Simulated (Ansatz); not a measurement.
The start is a generated cell, Pd built in the AFLOW prototype A_cI16_220_c (as in Li). The cell and all atomic positions are relaxed at zero pressure with r2SCAN (plane waves to 500 eV, PAW, scalar-relativistic; Ansatz, a quantum-chemistry and plane-wave program). The first steps use a coarse 8×8×8 k-mesh.

Input geometry:
```
CELL_PARAMETERS angstrom
     -3.08750     3.08750     3.08750
      3.08750    -3.08750     3.08750
      3.08750     3.08750    -3.08750
ATOMIC_POSITIONS crystal
  Pd 0.40200 0.40200 0.40200
  Pd 0.50000 0.00000 0.09800
  Pd 0.00000 0.09800 0.50000
  Pd 0.09800 0.50000 0.00000
  Pd 0.90200 0.90200 0.90200
  Pd 0.50000 0.00000 0.59800
  Pd 0.00000 0.59800 0.50000
  Pd 0.59800 0.50000 0.00000
```

Question: How large is the pressure on the unrelaxed cell, and of which sign?

Answer: +11.9 GPa (positive: the cell is compressed).

Question: Which atoms feel the largest initial force, and how large is it?

Answer: 0.98 eV/Å, on Pd1, Pd2, Pd3, Pd4, Pd5, Pd6, Pd7, Pd8 (atoms numbered as listed).

Question: Does the structure survive the relaxation? Give the final space group.

Answer: The space group goes from I-43d (No. 220) to Im-3m (No. 229); the end is bcc (W type), with 1 atom in the primitive cell.

Question: How does the volume per atom move from start to end?

Answer: +2.2 %, from 14.72 to 15.04 Å³/atom.

Question: How do the shortest distances between atoms change?

Answer: The closest pairs of elements (up to four, under 3.6 Å), start → end: Pd–Pd 2.56 → 2.69 Å.

Question: What band gap does the relaxed structure have at this level?

Answer: Zero (metallic).

Question: Give the final cell and atomic positions.

Answer: 
Space group Im-3m (No. 229); a = b = c = 3.110 Å, α = β = γ = 90.00°

```
atom  site  symmetry       x       y       z
----  ----  --------  ------  ------  ------
Pd      2a      m-3m  0.0000  0.0000  0.0000
```
(The calculation used a cell of 1 atom; values per cell refer to that cell.)

Final values are on a 21×21×21 k-mesh of the relaxed cell. No spin polarisation in the result.

The run could not lower the symmetry of its start; a shaken copy of this end point relaxes with r2SCAN to Fm-3m (No. 225), 0.04 eV/atom lower.

The relaxed structure here is a generated cell of Pd: the first start was made by placing the elements on the sites of a structure type, and the end was not matched to a known phase here, so it may be hypothetical. Known forms of Pd include space group No. 225.
